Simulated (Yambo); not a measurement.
G0W0@PBEsol for RbCl (rock salt, space group Fm-3m, No. 225) in Yambo. Reference settings: 4×4×4 Γ-centred k mesh, 159 bands and a 10 Ry block in the screening, 159 bands in G with the Bruneval-Gonze terminator, plasmon pole fitted at 27.2 eV. The PBEsol gap Γ → Γ on this mesh is 4.90 eV; G0W0 gaps are taken between the same points.

The settings were changed. The gap went from 7.94 eV to 7.88 eV, and the shift of the valence edge from -2.33 eV to -2.24 eV.

Which change was made?
(A) exchange cut at 10 Ry
(B) 29 bands in W, 29 bands in G, 4 Ry block
(C) 29 bands in W, 29 bands in G, 2 Ry block
(D) 29 bands in W, 29 bands in G, 6 Ry block

A, exchange cut at 10 Ry. The others gave (gap, valence shift): 29 bands in W, 29 bands in G, 2 Ry block: 7.61, -1.79 eV; 29 bands in W, 29 bands in G, 4 Ry block: 7.71, -1.83 eV; 29 bands in W, 29 bands in G, 6 Ry block: 7.78, -1.88 eV.

Geometry relaxed with PBEsol; primitive cell a = 4.625 Å, b = 4.625 Å, c = 4.625 Å, α = 60.00°, β = 60.00°, γ = 60.00°.

A shift is the quasiparticle energy of the state minus its PBEsol energy.
